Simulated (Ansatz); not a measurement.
Relaxation of a relaxed WC cell, doubled along one cell vector, shaken by Gaussian noise of σ = 0.08 Å a coordinate; 4 atoms in the cell, which starts as P1 (No. 1), aP4; a = b = 2.715 Å, c = 5.430 Å, α = β = γ = 90.00°. Level of theory: r2SCAN (plane waves to 500 eV, PAW, scalar-relativistic; Ansatz, a program for electronic structure). Γ-centred k-mesh 8×4×8 on the run's cell (coarser than for final values), Fermi–Dirac smearing 0.05 eV. This is the first round of the run. 

The optimiser's lines from the output (shortened; P is positive under compression):

```
relax step   1: F+E_penalty+E_count = -21294.48165116 eV  Δ(F+E_penalty+E_count) = +0.000e0 eV  max|allowed force component| = 2.532e0 eV/Å  Δτ_max = 0.0000 Å  P = +7.553 GPa  Ω = 40.015 Å³  (7 SCF iters, dr2 threshold 1.00e-7 eV, accepted)
relax step   2: F+E_penalty+E_count = -21294.68040697 eV  Δ(F+E_penalty+E_count) = -1.988e-1 eV  max|allowed force component| = 2.451e0 eV/Å  Δτ_max = 0.1213 Å  P = +3.495 GPa  Ω = 40.076 Å³  (8 SCF iters, dr2 threshold 4.00e-7 eV, accepted)
relax step   3: F+E_penalty+E_count = -21294.93183224 eV  Δ(F+E_penalty+E_count) = -2.514e-1 eV  max|allowed force component| = 8.237e-1 eV/Å  Δτ_max = 0.2000 Å  P = +2.618 GPa  Ω = 40.553 Å³  (9 SCF iters, dr2 threshold 4.00e-7 eV, accepted)
relax step   4: F+E_penalty+E_count = -21295.49679167 eV  Δ(F+E_penalty+E_count) = -5.650e-1 eV  max|allowed force component| = 2.328e0 eV/Å  Δτ_max = 0.1968 Å  P = +7.848 GPa  Ω = 41.068 Å³  (8 SCF iters, dr2 threshold 4.00e-7 eV, accepted)
relax step   5: F+E_penalty+E_count = -21296.84043648 eV  Δ(F+E_penalty+E_count) = -1.344e0 eV  max|allowed force component| = 3.900e0 eV/Å  Δτ_max = 0.2000 Å  P = +6.333 GPa  Ω = 41.842 Å³  (8 SCF iters, dr2 threshold 4.00e-7 eV, accepted)
relax step   6: F+E_penalty+E_count = -21297.73191033 eV  Δ(F+E_penalty+E_count) = -8.915e-1 eV  max|allowed force component| = 3.667e0 eV/Å  Δτ_max = 0.1933 Å  P = +3.117 GPa  Ω = 42.310 Å³  (10 SCF iters, dr2 threshold 4.00e-7 eV, accepted)
relax step   7: F+E_penalty+E_count = -21298.61815139 eV  Δ(F+E_penalty+E_count) = -8.862e-1 eV  max|allowed force component| = 2.753e-1 eV/Å  Δτ_max = 0.2000 Å  P = +0.450 GPa  Ω = 41.588 Å³  (7 SCF iters, dr2 threshold 4.00e-7 eV, accepted)
relax step   8: F+E_penalty+E_count = -21298.65436175 eV  Δ(F+E_penalty+E_count) = -3.621e-2 eV  max|allowed force component| = 1.225e-2 eV/Å  Δτ_max = 0.0142 Å  P = +0.896 GPa  Ω = 41.578 Å³  (7 SCF iters, dr2 threshold 4.00e-7 eV, accepted)
relax step   9: F+E_penalty+E_count = -21298.65559807 eV  Δ(F+E_penalty+E_count) = -1.236e-3 eV  max|allowed force component| = 1.120e-2 eV/Å  Δτ_max = 0.0010 Å  P = +0.050 GPa  Ω = 41.649 Å³  (5 SCF iters, dr2 threshold 4.00e-7 eV, accepted)
relax step  10: F+E_penalty+E_count = -21298.65560895 eV  Δ(F+E_penalty+E_count) = -1.088e-5 eV  max|allowed force component| = 3.549e-4 eV/Å  Δτ_max = 0.0003 Å  P = -0.002 GPa  Ω = 41.654 Å³  (4 SCF iters, dr2 threshold 8.26e-8 eV, accepted)
relax step  11: F+E_penalty+E_count = -21298.65709741 eV  Δ(F+E_penalty+E_count) = -1.488e-3 eV  max|allowed force component| = 5.066e-4 eV/Å  Δτ_max = 0.0000 Å  P = +0.036 GPa  Ω = 41.654 Å³  stress off target by 6.92e-2 GPa  SCF on the basis re-selected at this cell (its energy is not comparable with the rows above)  (7 SCF iters)
relax step  12: F+E_penalty+E_count = -21298.65709660 eV  Δ(F+E_penalty+E_count) = +8.153e-7 eV  max|allowed force component| = 6.866e-4 eV/Å  Δτ_max = 0.0000 Å  P = -0.001 GPa  Ω = 41.658 Å³  (4 SCF iters, dr2 threshold 1.20e-8 eV, accepted)
relax step  13: F+E_penalty+E_count = -21298.65709876 eV  Δ(F+E_penalty+E_count) = -2.158e-6 eV  max|allowed force component| = 7.029e-4 eV/Å  Δτ_max = 0.0000 Å  P = -0.001 GPa  Ω = 41.658 Å³  stress off target by 3.32e-3 GPa  SCF on the basis re-selected at this cell (its energy is not comparable with the rows above)  (4 SCF iters)
```

From the first to the last row the energy changes by -1.04 eV/atom and the volume by +4.1 %. The last row is marked as not comparable with the walk above it, whose basis was carried along; it does compare with step 1, since both stand on a basis selected at the nominal cutoff for their own cell.

Later rounds, restarted from the end of this one on a renewed k-mesh, logged 8 more steps and released under 0.01 eV/atom more. The final structure after all rounds: P-6m2 (No. 187), hP2, AFLOW prototype AB_hP2_187_d_a (B_h, as in WC); a = b = 2.9122 Å, c = 2.8362 Å, α = β = 90.00°, γ = 120.00°. Between re-selections the logged energies stand on a plane-wave basis carried along with the cell. No spin polarisation in the result.

Of the parent cell (Pm-3m (No. 221)): it is a generated cell of WC: the first start was made by placing the elements on the sites of a structure type, and the end was not matched to a known phase here, so it may be hypothetical. Known forms of WC include space group No. 187.
